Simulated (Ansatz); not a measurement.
ZnCd$_{5}$Se$_{6}$ (P-4m2)

Method: DFT PBE, scalar-relativistic, plane waves, PAW in Ansatz 0.2.0.

Settings: cutoff 420 eV, Γ-centred mesh 8×8×2 on the computed 12-atom cell, Gaussian smearing of 0.02 eV; no spin polarisation.

The structure is relaxed at this level of theory with its symmetry kept, and needn't be the ground state of this composition.

Space group P-4m2 (No. 115). a = 4.315 Å, b = 4.315 Å, c = 18.444 Å, α = 90.00°, β = 90.00°, γ = 90.00°
```csv
atom,site,symmetry,x,y,z
Zn,1a,-4m2,0.0000,0.0000,0.0000
Cd,2e,2mm.,0.0000,0.0000,0.6713
Cd,2f,2mm.,0.5000,0.5000,0.8427
Cd,1c,-4m2,0.5000,0.5000,0.5000
Se,2g,2mm.,0.5000,0.0000,0.7570
Se,2g,2mm.,0.0000,0.5000,0.9287
Se,2g,2mm.,0.5000,0.0000,0.4143
```

* Space group: P-4m2 (No. 115)
* Volume per atom: 28.62 Å³
* Formation energy from the elements' standard states (uncorrected): -0.638 eV/atom
* Kohn–Sham band gap: 0.54 eV, direct at Γ
* Orbital (Löwdin) character of the top 1 eV of the valence band: Se 4p 91 %
* Orbital (Löwdin) character of the lowest 1 eV of the conduction band: Cd 5s 47 %, Se 4p 28 %, Se 4s 15 %, Zn 4s 7 %
* Electron masses at the edge by direction of the standard setting (m_e; one valley, along these axes only; no spin-orbit coupling): x: 0.058; y: 0.058; z: 0.063
* Hole masses at the edge by direction of the standard setting (m_e; one valley, along these axes only; no spin-orbit coupling): x: 3.4, 0.056; y: 3.4, 0.056; z: 0.74, 0.74

The cell was found from a structure generator's guess, not taken from experiment. Kohn–Sham gaps at this level usually fall short of measured ones. Löwdin shares on free-atom orbitals overweight diffuse shells in the empty bands.
